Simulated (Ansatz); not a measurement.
An element in the fcc structure gives these cold pressures by all-electron LAPW under LDA (Ansatz 0.2.0, scalar-relativistic, no spin polarisation).

```tsv
V (Å³/atom)	P (GPa)
16.59	0.00
15.59	14.32
14.60	35.5
13.27	80.7
11.94	157.9
10.61	292.9
9.12	579.9
7.46	1277
```

(1) Which element is it?

Results:

(1) Au. Its zero-pressure volume in this structure is near 16.6 Å³/atom; the volume and the steepness of P(V) together point to it, though neighbours can come close. Other candidates weren't computed, and some may come near.
